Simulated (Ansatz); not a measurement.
Data:

TiAl:
Space group P4/mmm (No. 123); a = b = 2.795 Å, c = 4.039 Å, α = β = γ = 90.00°

| atom | site | symmetry | x | y | z |
|---|---|---|---|---|---|
| Ti | 1d | 4/mmm | 0.5000 | 0.5000 | 0.5000 |
| Al | 1a | 4/mmm | 0.0000 | 0.0000 | 0.0000 |

This is the PBEsol-relaxed structure.

Q: All from DFT-PBEsol in the program Ansatz with PAW potentials, unless another level is named. Predict the Poisson's ratio.

A: 0.25.

Q: Give the highest zone-centre frequency.

A: 312 cm⁻¹.

The cell was relaxed with PBEsol under the symmetry of its start. The run is not spin-polarised. As this level gives no gap, phonon frequencies hold no LO–TO term and depend on the k-mesh and smearing (Fermi–Dirac, 0.1 eV here). Axis ratios of metals converge slowly with the k-mesh, so a and c are less sure than the volume.

Potentials: the earlier of the program's two PAW sets. The files were generated under PBE; for other functionals the program regenerates the frozen cores, and for LDA and PBEsol the local potential too.
